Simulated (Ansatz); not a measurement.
In PBE (plane waves, PAW; program Ansatz), Pt in the trigonal phase (R-3m; Pt on 6c, Pt on 6c, Pt on 6c) relaxes to a = 2.791 Å, c = 41.795 Å. Pt on 6c has 12 nearest neighbours from 2.79 Å (cuboctahedral); Pt on 6c has 12 nearest neighbours from 2.79 Å (cuboctahedral); Pt on 6c has 12 nearest neighbours from 2.79 Å (anticuboctahedral).

Electronic character: metallic (no gap).

The start of the workflow was typed in or built on a structure type; neither database checked (COD, Materials Project) lists it. It is not the phase usual at ambient conditions (space group No. 225). Symmetry was held in the PBE relaxation; its stability against distortions is not shown here. The run is not spin-polarised. Axis ratios of metals converge slowly with the k-mesh, so a and c are less sure than the volume. Scalar-relativistic: spin–orbit coupling is off unless named, which matters more the heavier the elements.

Potentials: the earlier of the program's two PAW sets.
